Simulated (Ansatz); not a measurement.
Ni (hcp, Mg type)

```xyz
2
Lattice="2.4460 0.0000 0.0000 -1.2230 2.1183 0.0000 0.0000 0.0000 4.0695" Properties=species:S:1:pos:R:3 pbc="T T T"
Ni     0.0000     1.4122     1.0174
Ni     1.2230     0.7061     3.0521
```

This relaxed cell (volume V₀) is scaled evenly in all directions, its shape held. Symmetry pins the atoms to their sites.

Calculation: r2SCAN (plane waves to 500 eV, PAW, scalar-relativistic; Ansatz, an electronic-structure program). k mesh 22×22×12 (Γ-centred), Fermi-Dirac smearing 0.05 eV. Energies are smeared free energies. With the shape held, the modulus is that of even scaling; a crystal free to change shape is softer. Ni was relaxed with its symmetry unable to fall. Relaxed Ni ends ferromagnetic. This is one of several known forms of Ni; the measured ambient cells at hand have space group No. 225. Other magnetic orders were not checked, so this need not be the ground state. ΔE is measured from the relaxed starting cell. The last digit holds for this mesh only.

```json
[
 {"V (Å³/atom)": "9.910", "ΔE (meV/atom)": "28.4"},
 {"V (Å³/atom)": "10.036", "ΔE (meV/atom)": "17.7"},
 {"V (Å³/atom)": "10.163", "ΔE (meV/atom)": "9.7"},
 {"V (Å³/atom)": "10.289", "ΔE (meV/atom)": "4.2"},
 {"V (Å³/atom)": "10.416", "ΔE (meV/atom)": "1.0"},
 {"V (Å³/atom)": "10.543", "ΔE (meV/atom)": "0.0"},
 {"V (Å³/atom)": "10.669", "ΔE (meV/atom)": "1.0"},
 {"V (Å³/atom)": "10.796", "ΔE (meV/atom)": "3.8"},
 {"V (Å³/atom)": "10.922", "ΔE (meV/atom)": "8.4"},
 {"V (Å³/atom)": "11.049", "ΔE (meV/atom)": "14.6"},
 {"V (Å³/atom)": "11.175", "ΔE (meV/atom)": "22.3"}
]
```

Question: What bulk modulus at fixed cell shape B₀ follows from a third-order Birch-Murnaghan fit?

Answer: 212 GPa.

Question: What is the fitted pressure derivative B₀′?

Answer: 5.1.

(Under strain, the slope of the energy per volume gives the stress and its curvature an elastic modulus.)
